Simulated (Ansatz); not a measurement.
SrNiF6:
```cif
data_F6NiSr
_chemical_formula_sum 'Sr1 Ni1 F6'
_space_group_name_H-M_alt 'P 1'
_space_group_IT_number 1
_cell_length_a 4.55274
_cell_length_b 4.55274
_cell_length_c 4.55274
_cell_angle_alpha 99.337
_cell_angle_beta 99.337
_cell_angle_gamma 99.337
loop_
_space_group_symop_operation_xyz
  'x, y, z'
loop_
_atom_site_label
_atom_site_type_symbol
_atom_site_fract_x
_atom_site_fract_y
_atom_site_fract_z
_atom_site_occupancy
Sr1 Sr 0.50000 0.50000 0.50000 1
Ni1 Ni 0.00000 0.00000 0.00000 1
F1 F 0.71915 0.71915 0.06841 1
F2 F 0.28085 0.28085 0.93159 1
F3 F 0.06841 0.71915 0.71915 1
F4 F 0.93159 0.28085 0.28085 1
F5 F 0.71915 0.06841 0.71915 1
F6 F 0.28085 0.93159 0.28085 1
```

Relaxed with LDA.

Give the optical modes at the zone centre with their infrared and Raman activity from DFPT, the program Ansatz at the LDA level (PAW).

Transverse frequencies, without the LO–TO term; a row sums one degenerate level.

| ω (cm⁻¹) | degeneracy | IR ((D/Å)²/amu) | Raman (Å⁴/amu) | activity | symmetry |
|---|---|---|---|---|---|
| 58i | 1 | 0.00 | 0 | silent | A2g |
| 109 | 2 | 5.88 | 0 | IR | Eu |
| 165 | 2 | 0.00 | 12 | Raman | Eg |
| 172 | 1 | 4.22 | 0 | IR | A2u |
| 274 | 1 | 0.00 | 0 | silent | A1u |
| 285 | 2 | 0.36 | 0 | IR | Eu |
| 307 | 2 | 0.00 | 98 | Raman | Eg |
| 315 | 1 | 0.00 | 49 | Raman | A1g |
| 322 | 2 | 0.00 | 0 | silent | Eu |
| 376 | 1 | 0.00 | 0 | silent | A2u |
| 554 | 2 | 0.00 | 1000 | Raman | Eg |
| 608 | 1 | 0.00 | 1800 | Raman | A1g |
| 649 | 2 | 17.32 | 0 | IR | Eu |
| 651 | 1 | 9.93 | 0 | IR | A2u |

How high does the top mode go among those that the LO–TO term moves?

697 cm⁻¹ for q along x, 697 cm⁻¹ for q along y, 699 cm⁻¹ for q along z.

Space group R-3m. The first step of the workflow began from a Materials Project structure, measured or hypothetical; the Crystallography Open Database files this formula in space group No. 166, but the cells were not matched. Its standing as an ambient phase is unchecked. The cell was relaxed with LDA under the symmetry of its start. At this level the phase is dynamically unstable (imaginary phonons). The run is not spin-polarised. No Hubbard U is applied.

Potentials: the later of the program's two PAW sets.
